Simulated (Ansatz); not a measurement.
The cell below belongs to a search over invented structures; it isn't taken from experiment.

Input and command of a plane-wave DFT calculation in Ansatz:

```yaml
crystal:
  lattice:
    - [4.5280000787, 0.0, 0.0]
    - [-2.2640000393, 3.9213630965, 0.0]
    - [0.0, 0.0, 4.9107297262]
  atoms:
    - { symbol: Ga, position: [0.0, 0.0, 0.5] }
    - { symbol: P, position: [0.3333333333, 0.6666666667, 0.0] }
    - { symbol: P, position: [0.6666666667, 0.3333333333, 0.0] }
    - { symbol: P, position: [0.3333333333, 0.6666666667, 0.5] }
    - { symbol: P, position: [0.6666666667, 0.3333333333, 0.5] }
basis:
  ecutwfc: 420
kpoints:
  mp_grid: { grid: [12, 12, 8] }
hamiltonian:
  xc: pbe
scf:
  occupations: { method: gaussian, width: 0.1 }
output:
  forces: true
  stress: true
  eigenvalues: true
relax:
  adjacent_minimum: "off"
  f_tol: 0.01
  max_steps: 80
  cell: { stress_tol: 0.05 }
```

```bash
ansatz run input.yaml --threads 1 --pin off --max-ram 2560MiB --backend cpu --events-out ev --progress --plain --runs-dir out
```

Processor: Arm Neoverse V1, 1 thread, on a host shared with other jobs.

Q: Estimate time, memory and problem size.

A: About 63 s, peak memory 0.45 GiB. It solves 22 bands at 95 k points (after reduction by symmetry) with about 1691 plane waves (on the last cell), in 27 SCF iterations over 5 ionic steps.
